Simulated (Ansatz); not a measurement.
Si$_{2}$Mo:
Space group I4/mmm (No. 139); a = 3.1903 Å, b = 3.1903 Å, c = 7.8207 Å, α = 90.00°, β = 90.00°, γ = 90.00°

```tsv
atom	site	symmetry	x	y	z
Mo	2a	4/mmm	0.0000	0.0000	0.0000
Si	4e	4mm	0.0000	0.0000	0.3351
```
(The calculation used a cell of 3 atoms; values per cell refer to that cell.)

Relaxed at zero pressure with PBEsol (plane waves, PAW; program Ansatz).

Q: The volume is raised by 3 % and shape and atoms relax at that volume. What pressure results, and how do the axes share the change?

A: -6.1 GPa; a 1.1 %, b 1.1 %, c 0.8 %; the energy rises by 8 meV/atom.

Q: Give the new structure.

A: 
Space group I4/mmm (No. 139); a = b = 3.2241 Å, c = 7.8870 Å, α = β = γ = 90.00°

| atom | site | symmetry | x | y | z |
|---|---|---|---|---|---|
| Mo | 2a | 4/mmm | 0.0000 | 0.0000 | 0.0000 |
| Si | 4e | 4mm | 0.0000 | 0.0000 | 0.3355 |

The phase is kept; no other phase was compared at this pressure.

The cell was relaxed with PBEsol under the symmetry of its start. No spin polarisation was allowed.

Potentials: the later of the program's two PAW sets.
